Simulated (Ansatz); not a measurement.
SiGe in space group R-3m (No. 166; Si on 6c, Ge on 6c), DFT-PBEsol in the program Ansatz with PAW potentials. The conduction-band minimum lies at F, with 3 equivalent valleys. Second derivatives d²E/dk² of the lowest band at one valley (eV·Å²), along Cartesian directions:

| direction | d²E/dk² |
|---|---|
| [100] | 20.14 |
| [010] | 33.48 |
| [001] | 65.58 |
| [110] | 15.20 |
| [101] | 28.35 |
| [011] | 41.17 |

### Question
Find the principal effective masses, the density-of-states mass and the conductivity mass.

### Answer
Off-diagonal terms follow from H_xy = H[110] − (H_xx + H_yy)/2, and m*/mₑ = 7.620 eV·Å² over each eigenvalue: 0.11, 0.19, 0.90. One valley's DOS mass (m₁m₂m₃)^(1/3) = 0.26, conductivity mass 3/(Σ 1/mᵢ) = 0.19 mₑ.

### Question
What effective density of states Nc follows at 300 K for parabolic valleys?

### Answer
Nc = 2.509e19 × 3 × (0.26)^(3/2) ≈ 1.0e19 cm⁻³.

The start of the workflow was typed in or built on a structure type; neither database checked (COD, Materials Project) lists it. Whether it is the stable phase at ambient conditions was not checked. The cell was relaxed with PBEsol under the symmetry of its start; whether a distortion lowers the energy is not shown. Scalar-relativistic: spin–orbit coupling is off unless named, which matters more the heavier the elements.

Potentials: the later of the program's two PAW sets.

Edges and masses are those of Kohn–Sham bands, whose gap is no quasiparticle gap.
